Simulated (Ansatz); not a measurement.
Trigonal deformation path in Cs

The calculation used Ansatz, DFT LDA, scalar-relativistic, plane waves, PAW. Cutoff 420 eV, Γ-centred 12×12×12 k-points, Gaussian smearing of 0.15 eV. No spin polarisation. Energies are free energies at this smearing, counted from the undisturbed cell; pressure is positive in compression.

The undisturbed cell (as given, not relaxed at this level; it stands at -0.4 GPa; this fcc form isn't the usual structure):

```xyz
1
Lattice="0.0000 3.9483 3.9483 3.9483 0.0000 3.9483 3.9483 3.9483 0.0000" Properties=species:S:1:pos:R:3 pbc="T T T"
Cs    0.0000    0.0000    0.0000
```

At fixed volume and fractional coordinates, lengths along (0.577, 0.577, 0.577) are scaled against those across it; ρ is that ratio over its starting value. The cell is metallic on the mesh throughout. At ρ = 0.500 the cell becomes cubic (Pm-3m), and there the slope of the energy vanishes by symmetry.

```
    ρ  ΔE (meV/atom) pressure (GPa)
0.500           75.9            -0.2
0.600              ?               ?
0.710           39.0            -0.3
1.000            0.0            -0.4
1.410           63.8            -0.2
2.000          275.8             0.6
```

Question: Give the withheld values.

Answer: ΔE (meV/atom) at ρ = 0.600: 64.4; pressure (GPa) at ρ = 0.600: -0.2.